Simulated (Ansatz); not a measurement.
**A run on Ta$_{3}$N that went wrong**

Someone meant to compute Ta$_{3}$N with PBE, plane waves and PAW in Ansatz and wrote this input.

```yaml
crystal:
  lattice:
    - [3.0322239879, 0.0, 0.0]
    - [-1.516111994, 2.6259830035, 0.0]
    - [0.0, 0.0, 7.524137]
  atoms:
    - { symbol: Ta, position: [0.0, 0.0, 0.5] }
    - { symbol: Ta, position: [0.3333333333, 0.6666666667, 0.17393] }
    - { symbol: Ta, position: [0.6666666667, 0.3333333333, 0.82607] }
    - { symbol: "N", position: [0.0, 0.0, 0.0] }
basis:
  ecutwfc: 420
kpoints:
  mp_grid: { grid: [15, 15, 6] }
hamiltonian:
  xc: pbe
scf:
  occupations: { method: gaussian, width: 0.1 }
  max_iter: 1
output:
  forces: true
  stress: true
  eigenvalues: true
```

From the log (HF is the Harris–Foulkes energy, dr2 the density residual in eV):

```text
Pseudopotential: Ta, paw, valence charge 13, recommended cutoff 420 eV (normal)
Pseudopotential: N, paw, valence charge 5, recommended cutoff 420 eV (normal)
Crystal: 4 atoms, lattice volume = 59.911 Å³
Basis set: ecut = 420 eV, 1189 PW (Γ), exchange–correlation on 48×48×108 points (8 copies of the dense FFT grid, shifted against one another)
Bands: 27, of which v1, the nominal top of the filled ones, is band 22 counted from 1 (21 counted from 0)
Symmetry: 12 space group operations
Space group: P-3m1 (ITA 164), of the structure as read, at distance tolerance 3.9e-5 Å
k-points: 146 of 1350
Initial density: superposition of atomic densities, corrected by the library's trained network
SCF iter   1: HF=-30182.598490 eV  Δρ=8.94e-3  dr2=1.31e-1
Error: did not converge after 1 iterations: dr2 = 1.31e-1 (threshold 1.00e-7), under the density mixer `msr1`, which `scf.mixing.algorithm: auto` chose by the deck's other keys (type `scf.mixing.algorithm: msr1` to keep it); raise `scf.max_iter`, which need not help a stalled SCF …
```

Question: What is the cause?
A. Too few SCF iterations allowed
B. Two atoms' positions swapped
C. A Hubbard U on a species that isn't in the cell
D. Plain mixing at a large step in a long cell
E. No spin polarisation on a magnet

Answer: A. The limit came before the density residual met its threshold. The cure is a higher or no limit.

The change to the input:

```diff
 scf:
-  max_iter: 1
```

With the mended input the run converges and gives a pressure of -0.71 GPa, a largest force of 0.102 eV/Å, no gap.